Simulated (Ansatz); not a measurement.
TiO2 (rutile)

```yaml
crystal:
  lattice:
    - [4.59117, 0.00000, 0.00000]
    - [0.00000, 4.59117, 0.00000]
    - [0.00000, 0.00000, 2.93906]
  atoms:
    - { symbol: Ti, position: [0.00000, 0.00000, 0.00000] }
    - { symbol: Ti, position: [0.50000, 0.50000, 0.50000] }
    - { symbol: O, position: [0.30444, 0.30444, 0.00000] }
    - { symbol: O, position: [0.80444, 0.19556, 0.50000] }
    - { symbol: O, position: [0.19556, 0.80444, 0.50000] }
    - { symbol: O, position: [0.69556, 0.69556, 0.00000] }
```

The slice is a (010) plane (indices of the conventional cell) through the point (0.696, 0.696, 0.000) (fractional), spanned by u = [001] and v = [100] in vectors of this cell: u (2.94 Å) and v (4.59 Å, at 90° to u). It covers one period; positions are fractions (u, v).

All values below come from PBEsol (plane waves to 420 eV, PAW, scalar-relativistic; Ansatz, a first-principles code). k mesh 7×7×11. Inside the PAW spheres the values are not all-electron values, and peaks at nuclei hang on which shells count as valence. TiO2 is run without spin polarisation. TiO2 was relaxed with its symmetry unable to fall.

Three fields on this plane, each scaled to ten steps between its own extremes (0 low, 9 high; the total valence density on a logarithmic scale, the potential cut 8 eV below its top; x marks points blanked near nuclei; v = 0 in the bottom row):

Map A
```
|xxxx22100122xxx|
|xxxx20000002xxx|
|xxx2000000002xx|
|xx420000000024x|
|665300000000356|
|776410000001467|
|876420000002467|
|887641000014678|
|8877531xx135778|
|88875xxxxxx5788|
|88876xxxxxx6788|
|88876xxxxxx6788|
|78877xxxxxx7788|
|77787xxxxxx7877|
|6678876xx678876|
|667888888888876|
|667889999998876|
|677889999998877|
|567889999998876|
|xx678999999876x|
|xxx6788888876xx|
|xxxx77777777xxx|
|xxxx46666664xxx|
|xxxxx443344xxxx|
```

Map B
```
|xxxx95100159xxx|
|xxxx72000027xxx|
|xxx9410000149xx|
|xx952011110259x|
|775200111100257|
|331000011000013|
|000000111100000|
|000013344331000|
|0002578xx875200|
|00147xxxxxx7410|
|00269xxxxxx9620|
|00269xxxxxx9620|
|00269xxxxxx9620|
|00258xxxxxx8520|
|0013689xx986310|
|000136788763100|
|000002455420000|
|321000011000012|
|775310000001357|
|xx974100001479x|
|xxx9730000379xx|
|xxxx96100169xxx|
|xxxx97200279xxx|
|xxxxx620026xxxx|
```

Map C
```
|xxxx97533579xxx|
|xxxx97555579xxx|
|xxx9766666679xx|
|xx876667766678x|
|766555677655566|
|443345677654334|
|222345777754322|
|001346899864310|
|0024689xx986420|
|00247xxxxxx7420|
|01358xxxxxx8531|
|01358xxxxxx8531|
|01358xxxxxx8531|
|01247xxxxxx7421|
|0023579xx975320|
|011245677654211|
|222223444432222|
|443221122112234|
|765421000012456|
|xx864200002468x|
|xxx9631001369xx|
|xxxx85211258xxx|
|xxxx96322369xxx|
|xxxxx742247xxxx|
```

Q: Assign the maps to these fields: electron localisation function (ELF); valence electron density; electrostatic potential energy of an electron, from the cell's mean.

A: A is the electrostatic potential energy of an electron, from the cell's mean; B is the electron localisation function (ELF); C is the valence electron density.
